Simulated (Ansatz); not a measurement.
Given:

Sb:
Space group I4₁32 (No. 214); a = 8.0102 Å, b = 8.0102 Å, c = 8.0102 Å, α = 90.00°, β = 90.00°, γ = 90.00°

| atom | site | symmetry | x | y | z |
|---|---|---|---|---|---|
| Sb | 8a | .32 | 0.1250 | 0.1250 | 0.1250 |
(The calculation used a cell of 4 atoms; values per cell refer to that cell.)

This is the r²SCAN-relaxed structure.

### Question
All from r²SCAN in the plane-wave PAW code Ansatz, unless another level is named. Give the electronic character.

### Answer
metallic (no gap).

### Question
Next, the density of states at the Fermi level?

### Answer
0.59 states/eV per atom (mean over ±0.08 eV).

### Question
What about the gap with spin–orbit coupling?

### Answer
none (metallic).

Space group I4_132. The start of the workflow was typed in or built on a structure type; neither database checked (COD, Materials Project) lists it. It is not the phase usual at ambient conditions (space group No. 166). The cell was relaxed with r²SCAN under the symmetry of its start; whether a distortion lowers the energy is not shown. The volume moved by 66 % from the start of the relaxation. Spin–orbit coupling is left out wherever it is not named.

Potentials: the earlier of the program's two PAW sets.
